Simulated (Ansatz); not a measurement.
## One input, then a changed one: LaAs

First run: DFT, PBEsol, all-electron LAPW, scalar-relativistic (Ansatz 0.2.0).

Command: `ansatz run input.yaml --threads 1 --pin off --max-ram 2048MiB --backend cpu --events-out ev --progress --plain --runs-dir out` It took 18 s on 1 thread of Arm Neoverse V1, on a shared host, peak memory 0.35 GiB.

```yaml
crystal:
  lattice:
    - [0.0, 2.6138691822, 2.6138691822]
    - [2.6138691822, 0.0, 2.6138691822]
    - [2.6138691822, 2.6138691822, 0.0]
  atoms:
    - { symbol: La, position: [0.0, 0.0, 0.0] }
    - { symbol: As, position: [0.5, 0.5, 0.5] }
kpoints:
  mp_grid: { grid: [10, 10, 10] }
  band_path:
    path:
      - [0.0, 0.0, 0.0]
      - [0.5, 0.0, 0.5]
      - [0.625, 0.25, 0.625]
      - [0.375, 0.375, 0.75]
      - [0.0, 0.0, 0.0]
      - [0.5, 0.5, 0.5]
      - [0.5, 0.25, 0.75]
      - [0.5, 0.0, 0.5]
    npoints: 6
scf:
  occupations: { method: fermi_dirac, width: 0.05 }
hamiltonian:
  xc: pbesol
  pseudopotentials: { kind: all_electron, lapw: { basis_error: 0.001 } }
output:
  forces: true
  stress: true
  eigenvalues: true
  populations: true
```

The base volume is that of a database entry, so it needn't be at zero pressure; the structure needn't be the stable phase, at rest or compressed.

This run: volume at 0.6 of the series' base cell.

It converges in 9 SCF iterations at a pressure of 80.9 GPa.

The input is then changed:

```diff
 scf:
-  occupations: { method: fermi_dirac, width: 0.05 }
+  occupations: { method: gaussian, width: 0.001 }
 hamiltonian:
   pseudopotentials: { kind: all_electron, lapw: { basis_error: 0.001 } }
+  hubbard: { sites: [{ species: La, l: f, u_eff: 4.0 }], double_counting: fll }
 output:
```

Predict the outcome of the changed run.

It converges in 7 SCF iterations at a pressure of 84.4 GPa. More than one line changes, and not each need have an effect. Results part of its log:
```
SCF 1 converged in 7 iterations: F = -292499.160098 eV  dr2 = 1.32e-9
NSCF: frozen V_eff on 43 k-points
SCF converged after 7 iterations
Free energy (F): -292499.160098 eV
Harris-Foulkes:  -292499.160098 eV  (|F-HF|=1.16e-9)
Internal energy: -292499.160085 eV  (E = F + TS)
E sigma→0 (E₀):  -292499.160092 eV
Entropy (-TS):   -0.000013 eV (-0.006 meV/atom)
Fermi energy:    21.670845 eV
--- Per-component energies (eV) ---
  E_band       = -3151.566432
  E_kinetic    = 309615.329362
  E_xc         = -7711.068436
  E_hubbard    = 0.310471  (on-site DFT+U / exact-exchange correction)
  E_vhub       = 0.305955  (the Hubbard potential's part of the band-sum identity)
  E_electrostatic = -594403.731483  (all electrons and nuclei)
  E_smearing   = -0.000013  (= −TS)
  E_closure    = -0.000000  (closes the sum)
  E_atoms      = -292489.817313  (free atoms, spherical and without spin; not in F)
  Σ components = -292499.160098   (vs F -292499.160098, Δ=0.00e0)
[... lines left out ...]
--- Forces (eV/Å), atoms counted from 1 ---
  atom   1  La    -0.00000000     0.00000000     0.00000000
  atom   2  As     0.00000000    -0.00000000     0.00000000
  max |Σ_I F_I| component: 7.23e-31 eV/Å
--- Stress (GPa, compression-positive) ---
       84.391175       0.000000       0.000000
        0.000000      84.391175       0.000000
        0.000000       0.000000      84.391175
  P = ⅓ Tr σ = 84.3912 GPa (843.912 kbar)
--- Band table (eV; the first three rows and the last of 47) ---
  k-point 0: bands = ["-235.2567", "-168.9517", "-168.9517", "-168.9517", "-162.4145", "-105.9835", "-105.9835", "-105.9835", "-73.1203", "-73.1203", "-73.1203", "-73.1128", "-73.1128", "-13.3253", "-13.3253", "-13.2859", "-13.2859", "-13.2859", "-9.8635", "6.9506", "6.9506", "6.9506", "10.4611", "21.8205", "21.8205", "21.8205", "22.4113", "22.4113", "22.4113", "24.2549", "24.2549", "25.9053"]
  k-point 1: bands = ["-235.2567", "-168.9517", "-168.9517", "-168.9517", "-162.4143", "-105.9835", "-105.9835", "-105.9835", "-73.1203", "-73.1203", "-73.1203", "-73.1128", "-73.1128", "-13.3256", "-13.3256", "-13.2858", "-13.2856", "-13.2856", "-9.8290", "6.4612", "6.9415", "6.9415", "10.9998", "20.8660", "20.9930", "20.9930", "22.7295", "22.7295", "22.8184", "25.1272", "25.1272", "26.2913"]
  k-point 2: bands = ["-235.2567", "-168.9517", "-168.9517", "-168.9517", "-162.4139", "-105.9836", "-105.9836", "-105.9836", "-73.1203", "-73.1203", "-73.1203", "-73.1128", "-73.1128", "-13.3266", "-13.3266", "-13.2855", "-13.2846", "-13.2846", "-9.7365", "5.5251", "6.9189", "6.9189", "12.0800", "19.4923", "19.8345", "19.8345", "23.1727", "23.4343", "23.4343", "26.4361", "26.4361", "27.0080"]
  k-point 46: bands = ["-235.2566", "-168.9517", "-168.9517", "-168.9517", "-162.4139", "-105.9839", "-105.9838", "-105.9838", "-73.1203", "-73.1202", "-73.1202", "-73.1128", "-73.1127", "-13.3607", "-13.3258", "-13.2851", "-13.2824", "-13.2794", "-9.3068", "5.2284", "5.5840", "5.6141", "11.6811", "18.9401", "20.3239", "21.1576", "23.7473", "25.2928", "27.2058", "27.2852", "27.2932", "27.5086"]
Occupation matrices written to <dir>
--- Löwdin populations: 2 sites ---
  site symbol       q [e]
     0     La     57.3568
     1     As     32.6061
  spilling = 0.000412 (of n_electrons = 90.000000)
```
